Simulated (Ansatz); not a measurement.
SiC:
```cif
data_C3Si3
_chemical_formula_sum 'Si3 C3'
_space_group_name_H-M_alt 'P6422'
_space_group_IT_number 181
_space_group_name_Hall 'P 64 2 (0 0 2)'
_cell_length_a 3.06567
_cell_length_b 3.06567
_cell_length_c 7.03113
_cell_angle_alpha 90.000
_cell_angle_beta 90.000
_cell_angle_gamma 120.000
loop_
_atom_site_label
_atom_site_type_symbol
_atom_site_symmetry_multiplicity
_atom_site_Wyckoff_symbol
_atom_site_fract_x
_atom_site_fract_y
_atom_site_fract_z
_atom_site_occupancy
Si1 Si 3 c 0.50000 0.00000 0.00000 1
C1 C 3 d 0.50000 0.00000 0.50000 1
```

Relaxed with PBEsol.

Question: Give the optical modes at the zone centre with their infrared activity from DFPT, DFT-PBEsol in the program Ansatz with PAW potentials.

Answer: Transverse frequencies, without the LO–TO term; a row sums one degenerate level.

| ω (cm⁻¹) | degeneracy | IR ((D/Å)²/amu) | activity | symmetry |
|---|---|---|---|---|
| 236 | 2 | 14.19 | IR | E1 |
| 240 | 1 | 0.00 | IR-inactive | B1 |
| 271 | 1 | 0.00 | IR-inactive | B2 |
| 471 | 1 | 0.00 | IR-inactive | B1 |
| 545 | 2 | 0.00 | IR-inactive | E2 |
| 577 | 2 | 77.76 | IR | E1 |
| 699 | 1 | 78.53 | IR | A2 |
| 738 | 2 | 88.78 | IR | E1 |
| 821 | 1 | 0.00 | IR-inactive | B2 |
| 837 | 2 | 0.00 | IR-inactive | E2 |

Question: How high does the top mode go among those that the LO–TO term moves?

Answer: 873 cm⁻¹ for q along x, 873 cm⁻¹ for q along y, 864 cm⁻¹ for q along z.

Space group P6_422. The start of the workflow was typed in or built on a structure type; neither database checked (COD, Materials Project) lists it. It is not the phase usual at ambient conditions (space group No. 186, 216). The cell was relaxed with PBEsol under the symmetry of its start; phonons on a q-mesh show no instability. Its formation energy is positive at this level, so the cell may be metastable or incomplete.

Potentials: the later of the program's two PAW sets.
